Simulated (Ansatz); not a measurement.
## rocksalt-structured CuSb

The computed numbers are results of r²SCAN, scalar-relativistic (no spin polarisation) in the plane-wave PAW code Ansatz at 500 eV, 12×12×12 k-mesh, Gaussian smearing of 0.05 eV. The datasets are Ansatz's generated set soft_2.

```
CELL_PARAMETERS angstrom
0.00000 2.69127 2.69127
2.69127 0.00000 2.69127
2.69127 2.69127 0.00000
ATOMIC_POSITIONS crystal
Cu 0.50000 0.50000 0.50000
Sb 0.00000 0.00000 0.00000
```

The structure was built from a prototype; whether the compound forms in it isn't claimed.

Q: Which orbitals carry the states at the Fermi level, and how many states are there?

A: Within 0.1 eV of it: Sb 5p 76 %, Cu 3d 16 % (shares among the projected shells). The density of states at the Fermi level is about 0.91 states/eV per cell, averaged over 0.3 eV.

Density of states (tetrahedra, averaged over 0.3 eV; states/eV per cell of 2 atoms; energy in eV from the Fermi level; projections on Löwdin-orthogonalised atomic orbitals, summed over sites):

```csv
E,total,Cu 3d,Sb 5p,Cu 4s,Sb 5s
-6.70,0.0,0.0,0.0,0.0,0.0
-6.40,0.2,0.0,0.1,0.0,0.0
-6.10,0.3,0.0,0.2,0.1,0.0
-5.80,0.5,0.1,0.3,0.1,0.0
-5.50,0.8,0.1,0.4,0.1,0.0
-5.20,1.2,0.3,0.7,0.2,0.1
-4.90,1.8,0.5,1.1,0.1,0.1
-4.60,0.7,0.3,0.3,0.0,0.0
-4.30,1.4,0.7,0.6,0.0,0.0
-4.00,4.4,3.3,1.1,0.0,0.0
-3.70,6.2,5.3,0.8,0.0,0.0
-3.40,3.0,2.8,0.2,0.0,0.0
-3.10,12.1,11.9,0.1,0.0,0.0
-2.80,3.2,2.7,0.3,0.2,0.0
-2.50,1.9,1.3,0.3,0.1,0.1
-2.20,1.6,0.9,0.4,0.1,0.1
-1.90,1.2,0.5,0.5,0.1,0.1
-1.60,1.1,0.4,0.6,0.1,0.1
-1.30,1.1,0.3,0.7,0.1,0.1
-1.00,1.1,0.2,0.7,0.1,0.1
-0.70,1.0,0.2,0.7,0.1,0.0
-0.40,1.0,0.2,0.7,0.0,0.0
-0.10,0.9,0.1,0.6,0.0,0.0
0.20,0.9,0.1,0.6,0.0,0.0
0.50,0.8,0.1,0.6,0.0,0.0
0.80,0.8,0.1,0.6,0.0,0.0
1.10,0.8,0.1,0.6,0.0,0.0
1.40,0.8,0.1,0.6,0.1,0.0
1.70,0.8,0.1,0.5,0.1,0.0
2.00,0.8,0.1,0.5,0.1,0.0
2.30,0.8,0.1,0.5,0.1,0.0
2.60,0.8,0.1,0.5,0.1,0.0
2.90,0.4,0.0,0.2,0.1,0.0
3.20,0.3,0.0,0.1,0.1,0.0
3.50,0.4,0.0,0.1,0.2,0.0
3.80,0.4,0.0,0.1,0.2,0.0
4.10,0.5,0.0,0.1,0.2,0.0
```

These numbers lack spin–orbit coupling.
